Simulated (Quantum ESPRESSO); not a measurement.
# Where does C sit best among Si sites?

Calculated results; nothing here was measured. They come from pw.x of Quantum ESPRESSO 7.5, a plane-wave density functional program, with PseudoDojo standard norm-conserving files (v0.5 for PBE, v0.4.1 for LDA and PBEsol). The cells are made up: elements, strain and atom displacements were drawn at random, and nothing was relaxed. There is no spin polarisation, spin-orbit coupling or dispersion term.

The cell has 8 sites of a zincblende or diamond lattice. Sites 1 to 4 hold Ge Ge Si Si; sites 5 to 8 hold X X X X. Cell vectors in Å: (5.610, 0.066, -0.023); (0.066, 5.583, -0.002); (-0.023, -0.002, 5.582). Settings: PBE, cutoff 1116 eV, 6 x 6 x 6 k mesh shifted by half a step, Fermi-Dirac smearing of 0.1 eV.

In each run one of the sites marked X holds C and the others hold Si; cell and positions stay the same. E is the free energy of the cell.

| site of the guest | first shell | mean distance (Å) | E above the lowest (eV) | P (GPa) | force on the guest (eV/Å) |
| --- | --- | --- | --- | --- | --- |
| 5 | Ge2Si2 | 2.434 | 0.186 | -8.18 | 0.228 |
| 6 | Ge2Si2 | 2.437 | 0.282 | -8.01 | 0.341 |
| 7 | Ge2Si2 | 2.403 | 0.000 | -8.58 | 0.636 |
| 8 | Ge2Si2 | 2.413 | 0.127 | -8.36 | 0.459 |

A rerun of one of these cells at 1347 eV and k mesh 8 x 8 x 8 moved values by no more than 0.004 eV in the cell's energy, 0.02 GPa in stress and 0.005 eV/Å in force.

## Reading the table

Site 7 is lowest, by 0.127 eV, over three times the rerun's bound. A straight line of energy against the mean distance has a slope of 6.7 ± 1.8 eV/Å, so the guest costs less on the tighter sites. The positions are random and not relaxed, so the differences hold for this frozen cell and are not site preferences of a real crystal.